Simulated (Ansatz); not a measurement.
Several occupations of a bcc lattice at one composition, 4 Mo, 12 Ta. Sites, in fractions of the cell 6.564 0.000 0.000; 0.000 6.564 0.000; 0.000 0.000 6.564 Å:

| cell | sites |
| --- | --- |
| all | Ta (0.00 0.50 0.00), Ta (0.00 0.50 0.50), Ta (0.25 0.25 0.25), Ta (0.25 0.75 0.25), Ta (0.25 0.75 0.75), Ta (0.75 0.25 0.75), Ta (0.75 0.75 0.75) |
| 1 | Mo (0.25 0.25 0.75), Mo (0.50 0.00 0.00), Mo (0.50 0.50 0.50), Mo (0.75 0.25 0.25), Ta (0.00 0.00 0.00), Ta (0.00 0.00 0.50), Ta (0.50 0.00 0.50), Ta (0.50 0.50 0.00), Ta (0.75 0.75 0.25) |
| 2 | Mo (0.00 0.00 0.00), Mo (0.50 0.00 0.50), Mo (0.50 0.50 0.00), Mo (0.50 0.50 0.50), Ta (0.00 0.00 0.50), Ta (0.25 0.25 0.75), Ta (0.50 0.00 0.00), Ta (0.75 0.25 0.25), Ta (0.75 0.75 0.25) |
| 3 | Mo (0.00 0.00 0.00), Mo (0.00 0.00 0.50), Mo (0.75 0.25 0.25), Mo (0.75 0.75 0.25), Ta (0.25 0.25 0.75), Ta (0.50 0.00 0.00), Ta (0.50 0.00 0.50), Ta (0.50 0.50 0.00), Ta (0.50 0.50 0.50) |

Each was relaxed without symmetry on coarser meshes and computed once more. Theory: Ansatz, DFT PBE, scalar-relativistic, plane waves, PAW.

Cutoff 420 eV; k points 5×5×5 on the computed 16-atom cell (Γ-centred); Gaussian smearing, width 0.10 eV; no spin polarisation.

Warren–Cowley parameters of the first shell of the sublattice with most elements (negative: unlike neighbours preferred):
| cell | Mo-Ta |
| --- | --- |
| 1 | 0.00 |
| 2 | -0.33 |
| 3 | 0.00 |

Problem. Which occupation is lowest in energy, and by how much?

Solution. Cells 2, 3 are lowest, within 8 meV/atom of each other and so too close to rank here.
| cell | E − E(lowest) (meV/atom) | V (Å³/atom) |
| --- | --- | --- |
| 2 | 0.0 | 17.53 |
| 3 | 0.6 | 17.57 |
| 1 | 15.1 | 17.55 |

The final mesh leaves forces up to 0.14 eV/Å and stresses up to 0.6 GPa: the relaxation ran on a coarser mesh, so the cell's shape, its bonds and its energy belong partly to that mesh.

Spin–orbit coupling is left out, which can shift energies with elements as heavy as these.

Cost: 6 runs of about 28 core-minutes in all (earlier runs that led there not counted), on Intel Xeon Platinum 8375C (Ice Lake) (shared hosts).